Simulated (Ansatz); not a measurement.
Re (hcp)

The computed numbers are results of HSE06, scalar-relativistic (no spin polarisation) in the plane-wave PAW code Ansatz at 420 eV, 8×8×6 k-mesh, Gaussian smearing of 0.05 eV; PAW files: Ansatz's generated set soft_2.

```
Re
1.0
     2.74657    0.00000    0.00000
    -1.37329    2.37860    0.00000
     0.00000    0.00000    4.45038
Re
2
Direct
  0.33333 0.66667 0.75000
  0.66667 0.33333 0.25000
```

The volume is at zero pressure for this level.

Path: Γ–M–K–Γ–A–L–H–A | L–M | H–K, with Γ = (0.000, 0.000, 0.000), M = (0.500, 0.000, 0.000), K = (0.333, 0.333, 0.000), A = (0.000, 0.000, 0.500), L = (0.500, 0.000, 0.500), H = (0.333, 0.333, 0.500) in reciprocal vectors of the calculation's cell.

Is it a metal or an insulator, and if it has a gap, where are the band edges on this path?

A metal: bands cross the Fermi level.

Levels between -3 and 5 eV from the Fermi level at the path's named points:
| point | below E_F (eV) | above E_F (eV) |
| --- | --- | --- |
| Γ | -1.89 -1.81 -1.81 -0.92 -0.92 | 0.34 0.34 0.34 4.04 4.04 |
| M | -2.27 -2.09 -1.73 -0.81 | 4.79 |
| K | -2.60 -2.60 -0.19 | 3.61 3.61 4.22 |
| A | -2.86 -2.86 -2.03 -2.03 -2.03 -2.03 | 3.16 3.16 3.16 3.16 |
| L |  | 0.57 0.57 0.87 0.87 |
| H | -2.59 -2.59 | 0.14 0.14 4.00 4.00 |

It took of the order of 6 core-minutes on a shared host.

For elements this heavy, spin–orbit coupling would shift levels and gaps; it isn't included here. For a metal under a hybrid functional this mesh is coarse.
